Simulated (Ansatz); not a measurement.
Method: Ansatz 0.2.0, DFT PBE, scalar-relativistic, plane waves, PAW. All cells share a 420 eV cutoff and Γ-centred k meshes spaced at most about 0.3 Å⁻¹ (about 0.25 or finer for metals, 2π included). No spin polarisation in the final relaxations.

All energies are static (0 K, no zero-point motion).

Two forms of Sr₃Al₂O were relaxed alike.

A.

```yaml
crystal:
  lattice:
    - [5.05525, 0.00000, 0.00000]
    - [-2.52762, 4.37797, 0.00000]
    - [0.00000, 0.00000, 7.02810]
  atoms:
    - { symbol: Sr, position: [0.66667, 0.33333, 0.12350] }
    - { symbol: Sr, position: [0.33333, 0.66667, 0.87650] }
    - { symbol: Sr, position: [0.00000, 0.00000, 0.50000] }
    - { symbol: Al, position: [0.66667, 0.33333, 0.60027] }
    - { symbol: Al, position: [0.33333, 0.66667, 0.39973] }
    - { symbol: O, position: [0.00000, 0.00000, 0.00000] }
```

B.

```yaml
crystal:
  lattice:
    - [5.39170, 0.00000, 0.00000]
    - [-2.69585, 4.66935, 0.00000]
    - [0.00000, 0.00000, 10.54613]
  atoms:
    - { symbol: Sr, position: [0.00000, 0.00000, 0.20101] }
    - { symbol: Sr, position: [0.00000, 0.00000, 0.79899] }
    - { symbol: Sr, position: [0.33333, 0.66667, 0.50000] }
    - { symbol: Al, position: [0.66667, 0.33333, 0.61792] }
    - { symbol: Al, position: [0.66667, 0.33333, 0.38208] }
    - { symbol: O, position: [0.00000, 0.00000, 0.00000] }
```

Task: Which is lower in energy, and by how much?

Result: A is lower, by 36 meV/atom. A has space group P-3m1 (No. 164), 25.9 Å³/atom and a gap of 0.15 eV on its mesh; B has space group P-6m2 (No. 187), 44.3 Å³/atom and no gap. Counting Al or Sr atoms around O (for each partner element, those within 1.25 times its shortest distance or 1.15 times the sum of covalent radii, where it is the nearest in units of that sum or under 1.3; a plus sign parts groups by distance over the sum of covalent radii), A has O 6+2 and B has O 2. The denser one is the lower, and pressure would at first widen the difference. In A, Sr on a site of symmetry 3m has 3 O at 3.04 Å, 5 Al at 3.35–3.68 Å, 3 Sr at 3.40 Å and 3 Sr at 3.94 Å; around Al lie 3 Sr at 3.00 Å, 3 Al at 3.24 Å and 5 Sr at 3.35–3.68 Å; around O lie 6 Sr at 3.04 Å and 2 Sr at 3.51 Å; 1 more site not described. In B, Sr on a site of symmetry 3m has 1 O at 2.12 Å, 3 Al at 3.65 Å and 4 Sr at 4.24–4.43 Å; Al has 1 Al at 2.49 Å and 3 Sr at 3.35 Å; around O lie 2 Sr at 2.12 Å; 1 more site not described. Both come from invented guesses. A third cell relaxed alike, in R-3m, lies 0.32 eV/atom below the lower of the two.

Kohn–Sham gaps at this level usually fall short of measured ones. Cells relaxed within their symmetry can be saddle points.
